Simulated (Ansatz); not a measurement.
**Question.** Si₂Ni (fluorite or antifluorite type, Fm-3m) is relaxed with PBE (plane waves, PAW; program Ansatz). What lattice parameters of the conventional cell result?

**Answer.** a = 5.445 Å.

**Question.** Is it a metal or does it have a gap at this level?

**Answer.** No gap at this level.

The cell was relaxed with PBE under the symmetry of its start. The workflow began spin-polarised and lost its moments.

Potentials: the later of the program's two PAW sets.
